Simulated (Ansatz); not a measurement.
# SrHgGeSe$_{4}$: levels and charges under dearer methods

A database entry relaxed whole under r2SCAN at zero pressure (Ama2, No. 40):

```xyz
14
Lattice="10.9421 0.0000 0.0000 0.0000 5.4265 3.3579 0.0000 -5.4265 3.3579" Properties=species:S:1:pos:R:3 pbc="T T T"
Sr    0.0000    0.0000    1.6943
Sr    5.4710    0.0000    1.6943
Ge    2.7355    2.3690    4.9506
Ge    8.2066   -2.3690    4.9506
Hg    2.7355   -1.7935    4.6570
Hg    8.2066    1.7935    4.6570
Se    0.8501   -2.9225    3.0301
Se   10.0920    2.9225    3.0301
Se    4.6210   -2.9225    3.0301
Se    6.3211    2.9225    3.0301
Se    2.7355    4.4366    3.7356
Se    8.2066   -4.4366    3.7356
Se    2.7355    0.7064    3.3155
Se    8.2066   -0.7064    3.3155
```

Its volume is 28.48 Å³ an atom, +3.2 % against the entry's 27.61, a measured cell (2019, 293 K).

Single points on this cell with plane-wave PAW DFT (Ansatz 0.2.0; r2SCAN 500 eV, hybrids 420 eV; fermi-dirac occupations of width 0.020 eV; no moments): r2SCAN on a 4×6×6 Γ-centred mesh; r2SCAN with spin-orbit coupling on a 2×4×4 Γ-centred mesh; HSE06 on a 2×4×4 Γ-centred mesh; PBE0 on a 2×4×4 Γ-centred mesh.

Q: How do gap, pressure and charges move from level to level?

A: The runs give:

```json
{"level": "r2SCAN", "gap (eV), or kind": "1.53", "pressure (GPa)": "0.0", "Bader charge of Sr (e)": "+1.57", "Bader charge of Ge (e)": "+1.04", "Bader charge of Hg (e)": "+0.45", "Bader charge of Se (e)": "-0.77"}
{"level": "r2SCAN with spin-orbit coupling", "gap (eV), or kind": "1.50", "pressure (GPa)": "-0.1", "Bader charge of Sr (e)": "+1.57", "Bader charge of Ge (e)": "+1.04", "Bader charge of Hg (e)": "+0.43", "Bader charge of Se (e)": "-0.76"}
{"level": "HSE06", "gap (eV), or kind": "2.06", "pressure (GPa)": "-0.1", "Bader charge of Sr (e)": "+1.56", "Bader charge of Ge (e)": "+1.08", "Bader charge of Hg (e)": "+0.48", "Bader charge of Se (e)": "-0.78"}
{"level": "PBE0", "gap (eV), or kind": "2.73", "pressure (GPa)": "-0.2", "Bader charge of Sr (e)": "+1.57", "Bader charge of Ge (e)": "+1.09", "Bader charge of Hg (e)": "+0.48", "Bader charge of Se (e)": "-0.78"}
```

Under r2SCAN the gap is 1.53 eV, over mesh and band path. HSE06 moves it by +0.53 eV and PBE0 by +1.21 eV; PBE0 keeps its exact exchange at long range, which widens the gap over HSE06's by 0.67 eV on their common mesh. Spin-orbit coupling moves the r2SCAN gap by -0.03 eV.

Caveats: the relaxation kept the start's symmetry; HSE06 is read on its mesh and at the zone's corners, PBE0 on its mesh alone; hybrid pressures are good to a few tenths of a GPa; pressure is positive in compression.
